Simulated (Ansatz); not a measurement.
## V2N3 (P-3m1), a vibration from a frozen displacement

Level of theory: DFT PBEsol, scalar-relativistic, plane waves, PAW in Ansatz. Cutoff 420 eV, Γ-centred 18×18×8 k-points, Gaussian smearing of 0.15 eV. No spin polarisation. Energies are free energies at this smearing, counted from the undisturbed cell; pressure is positive in compression.

The starting cell (relaxed at this level; with this scan's settings it stands at 0.1 GPa; it needn't be the usual structure):

```xyz
5
Lattice="2.7798 0.0000 0.0000 -1.3899 2.4074 0.0000 0.0000 0.0000 6.1964" Properties=species:S:1:pos:R:3 pbc="T T T"
V     1.3899    0.8025    1.8720
V     0.0000    1.6049    4.3243
N     0.0000    0.0000    3.0982
N     0.0000    0.0000    0.6657
N     0.0000    0.0000    5.5306
```

Every N atom is moved by x along the Cartesian unit vector (0.000, 0.000, 1.000); the cell and all other atoms stay fixed. The cell's volume is 41.47 Å³; the moved atoms weigh 42.021 u together and the others 101.883 u. Some rows repeat others by symmetry and weren't run.

| x (Å) | ΔE (meV/cell) | total force on the moved atoms along the move (eV/Å) | pressure (GPa) |
| --- | --- | --- | --- |
| -0.1000 | 278.79 | 5.5423 | 2.6365 |
| -0.0875 | 213.75 | 4.8630 | 2.0353 |
| -0.0750 | 157.23 | 4.1784 | 1.5128 |
| -0.0625 | 109.30 | 3.4893 | 1.0695 |
| -0.0500 | 70.02 | 2.7963 | 0.7060 |
| -0.0375 | 39.41 | 2.1002 | 0.4228 |
| -0.0250 | 17.52 | 1.4014 | 0.2203 |
| -0.0125 | 4.38 | 0.7012 | 0.0986 |
| 0.0000 | 0.00 | 0.0000 | 0.0580 |
| 0.0125 | 4.38 | -0.7012 | 0.0986 |
| 0.0250 | 17.52 | -1.4014 | 0.2203 |
| 0.0375 | 39.41 | -2.1002 | 0.4228 |
| 0.0500 | 70.02 | -2.7963 | 0.7060 |
| 0.0625 | 109.30 | -3.4893 | 1.0695 |
| 0.0750 | 157.23 | -4.1784 | 1.5128 |
| 0.0875 | 213.75 | -4.8630 | 2.0353 |
| 0.1000 | 278.79 | -5.5423 | 2.6365 |

Q: What frequency belongs to this motion?

A: The force constant is k = −dF/dx = 56.096 eV/Å², from the parabola through x = -0.0125, 0 and 0.0125. In every cell the moved atoms swing against the rest, so the mass is μ = m₁m₂/(m₁ + m₂) = 29.751 u, and ν̃ = 521.5 cm⁻¹ × √(|k|/μ) = 716 cm⁻¹. The pattern needn't be a normal mode: ν̃² is then a weighted mean of the squared nonzero frequencies at the zone centre of this cell, so it lies between the lowest and the highest of them.

Q: How far does the harmonic law reach?

A: At x = -0.100 Å, kx²/2 = 280.48 meV against the computed 278.79 meV (-0.6 %): the well is still close to harmonic there.

Q: The pressure changes with x². What does that say about the frequency under compression?

A: With E = k(V)x²/2, k ∝ V^(−2γ) and x scaling with the cell as V^(1/3), P − P0 = −∂E/∂V = (2γ − 2/3) ΔE/V. At x = 0.0250 Å, V(P − P0) = 41.47 × 0.16223 / 160.2 eV = 41.99 meV and ΔE = 17.52 meV, so γ = 1/3 + V(P − P0)/(2ΔE) = 1.53. This is the Grüneisen parameter of the motion under uniform scaling of the cell: shrinking the cell evenly by 1 % in volume raises the frequency by about 1.53 %.

In a metal these slopes depend on the k mesh and the smearing.

Cost: 9 runs of about 3.5 core-minutes in all, on Oxide Virtual Turin-like Processor (Zen 5) (shared hosts).